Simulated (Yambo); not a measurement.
**Convergence of the G0W0 gap of Ba₂ScNbO₆**

G0W0@LDA for Ba₂ScNbO₆ (space group Fm-3m, No. 225) in Yambo. Reference settings: 2×2×2 Γ-centred k mesh, bands 3 to 219 and a 7 Ry block in the screening, 219 bands in G with the Bruneval-Gonze terminator, plasmon pole fitted at 27.2 eV. The LDA gap Γ → Γ on this mesh is 2.62 eV; G0W0 gaps are taken between the same points.

```json
[
 {"change from the reference": "reference settings", "G0W0 gap Γ → Γ (eV)": "4.31", "shift of the valence edge (eV)": "-0.40", "rough Yambo cost": "1"},
 {"change from the reference": "66 bands in W, 66 bands in G", "G0W0 gap Γ → Γ (eV)": "4.71", "shift of the valence edge (eV)": "-0.15", "rough Yambo cost": "about 1/3"},
 {"change from the reference": "wavefunctions cut at 10 Ry", "G0W0 gap Γ → Γ (eV)": "4.21", "shift of the valence edge (eV)": "-0.15", "rough Yambo cost": "about 1/2"},
 {"change from the reference": "wavefunctions cut at 20 Ry", "G0W0 gap Γ → Γ (eV)": "4.32", "shift of the valence edge (eV)": "-0.36", "rough Yambo cost": "within a factor of two"},
 {"change from the reference": "wavefunctions cut at 50 Ry", "G0W0 gap Γ → Γ (eV)": "4.31", "shift of the valence edge (eV)": "-0.40", "rough Yambo cost": "within a factor of two"},
 {"change from the reference": "exchange cut at 5 Ry", "G0W0 gap Γ → Γ (eV)": "3.55", "shift of the valence edge (eV)": "2.56", "rough Yambo cost": "–"},
 {"change from the reference": "exchange cut at 40 Ry", "G0W0 gap Γ → Γ (eV)": "4.28", "shift of the valence edge (eV)": "-0.36", "rough Yambo cost": "–"},
 {"change from the reference": "66 bands in W, 66 bands in G, 2 Ry block", "G0W0 gap Γ → Γ (eV)": "5.08", "shift of the valence edge (eV)": "-0.42", "rough Yambo cost": "about 1/4"},
 {"change from the reference": "91 bands in W, 91 bands in G, 2 Ry block", "G0W0 gap Γ → Γ (eV)": "4.83", "shift of the valence edge (eV)": "-0.37", "rough Yambo cost": "about 1/3"},
 {"change from the reference": "91 bands in W, 91 bands in G, 6 Ry block", "G0W0 gap Γ → Γ (eV)": "4.52", "shift of the valence edge (eV)": "-0.16", "rough Yambo cost": "about 1/2"},
 {"change from the reference": "129 bands in W, 129 bands in G, 4 Ry block", "G0W0 gap Γ → Γ (eV)": "4.41", "shift of the valence edge (eV)": "-0.25", "rough Yambo cost": "about 1/2"},
 {"change from the reference": "174 bands in W, 174 bands in G, 2 Ry block", "G0W0 gap Γ → Γ (eV)": "4.59", "shift of the valence edge (eV)": "-0.44", "rough Yambo cost": "within a factor of two"},
 {"change from the reference": "1×1×1 mesh", "G0W0 gap Γ → Γ (eV)": "4.22", "shift of the valence edge (eV)": "-0.29", "rough Yambo cost": "about 1/6"},
 {"change from the reference": "91 bands in W, 91 bands in G, no terminator", "G0W0 gap Γ → Γ (eV)": "4.70", "shift of the valence edge (eV)": "0.22", "rough Yambo cost": "about 1/3"},
 {"change from the reference": "174 bands in W, 174 bands in G, no terminator", "G0W0 gap Γ → Γ (eV)": "4.39", "shift of the valence edge (eV)": "-0.07", "rough Yambo cost": "within a factor of two"}
]
```

The reference isn't shown to be the converged limit. Costs are rough (shared machines), scaled to the same edge states, and given only for runs that recompute the screening.

Spin-orbit splittings are left out.

Geometry of the Materials Project entry, not relaxed at this level; primitive cell a = 5.8607 Å, b = 5.8607 Å, c = 5.8607 Å, α = 60.00°, β = 60.00°, γ = 60.00°.

The structure is a Materials Project entry; no match was found in the copy of COD used, and its stability was not checked.

A shift is the quasiparticle energy of the state minus its LDA energy.
